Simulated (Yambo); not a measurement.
Material: Ta3O7F (space group Cmmm, No. 65); a = b = 6.259 Å, c = 3.848 Å, α = β = 90.00°, γ = 117.99° (11 atoms in the cell). The geometry is that of Materials Project entry mp-753747, symmetrised and not relaxed again.

With norm-conserving PBEsol (Quantum ESPRESSO, 84 Ry, without SOC), the gap between the mesh's edge points ((-0.5, -0.5, -0.5) → (0, -0.5, 0)) is 2.281 eV.

What does a G0W0 run in Yambo give for it (2×2×4 Γ-centred k mesh, bands 4 to 212 and a 7 Ry block in the screening, 212 bands in G with the Bruneval-Gonze terminator, plasmon pole fitted at 27.2 eV)?

The correction is 1.492 eV, giving 3.773 eV, 1.7 times the PBEsol value.  Nearest settings tried, and what they do to the gap: 2 Ry block (53 vectors against 271): +496 meV. Not varied: bands in G, bands in W, mesh. So the settings aren't converged at that level. Without spin-orbit coupling, band edges of such heavy elements can be off by tenths of an eV.

The structure is a Materials Project entry; no match was found in the copy of COD used, and its stability was not checked.
